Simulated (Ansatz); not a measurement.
With PBEsol (plane waves, PAW; program Ansatz), Zr2SiN in the hexagonal phase (P6_3/mmc; Zr on 4f, Si on 2d, N on 2a) relaxes to a = 3.222 Å, c = 13.437 Å. N has 6 nearest neighbours from 2.26 Å (octahedral). Its formation energy from the elements is -1.29 eV/atom, with no fitted shifts.

Electronic character: metallic (no gap).

The bulk modulus is 1730 kbar. The relaxed-ion elastic constants in GPa are C11 = 251, C12 = 112, C13 = 143, C33 = 297, C44 = 139. The elastic constants imply a Debye temperature near 513 K. The highest mode at Γ lies at 527 cm⁻¹.

The start of the workflow was typed in or built on a structure type; neither database checked (COD, Materials Project) lists it. Whether it is the stable phase at ambient conditions was not checked. The PBEsol relaxation kept the symmetry of its start; whether a distortion lowers the energy is not shown. The run is not spin-polarised. As this level gives no gap, shear constants depend on the k-mesh and smearing (Fermi–Dirac, 0.1 eV here). As this level gives no gap, phonon frequencies hold no LO–TO term and depend on the k-mesh and smearing (Fermi–Dirac, 0.1 eV here). The references are the lowest solids computed at this level, not always the standard phases (solids in place of the gases). Spin–orbit coupling is left out wherever it is not named.

Potentials: the earlier of the program's two PAW sets. The files were generated under PBE; for other functionals the program regenerates the frozen cores, and for LDA and PBEsol the local potential too.
